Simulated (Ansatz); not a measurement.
SiO$_{2}$:
```
CELL_PARAMETERS angstrom
      3.97877     2.29714     2.61635
     -3.97877     2.29714     2.61635
      0.00000    -4.59429     2.61635
ATOMIC_POSITIONS crystal
  Si 0.71533 0.28467 0.50000
  Si 0.50000 0.71533 0.28467
  Si 0.28467 0.50000 0.71533
  O  0.30957 0.69043 0.50000
  O  0.50000 0.30957 0.69043
  O  0.69043 0.50000 0.30957
  O  0.00000 0.33394 0.66606
  O  0.66606 0.00000 0.33394
  O  0.33394 0.66606 0.00000
```

Relaxed with r²SCAN.

Q: Give the Bader charges and basin volumes of the independent atoms, r²SCAN in the plane-wave PAW code Ansatz.

A: 

```tsv
atom	Bader charge (e)	Bader volume (Å³)
Si1	+3.36	2.7
O4	-1.68	18.5
O7	-1.68	18.8
```

Space group R32. The first step of the workflow began from a Materials Project structure, measured or hypothetical; the Crystallography Open Database copy checked does not list it. It is not the phase usual at ambient conditions (space group No. 92, 152, 154). The r²SCAN relaxation kept the symmetry of its start; phonons show weakly imaginary modes.

Potentials: the earlier of the program's two PAW sets. The files were generated under PBE; for other functionals the program regenerates the frozen cores, and for LDA and PBEsol the local potential too.
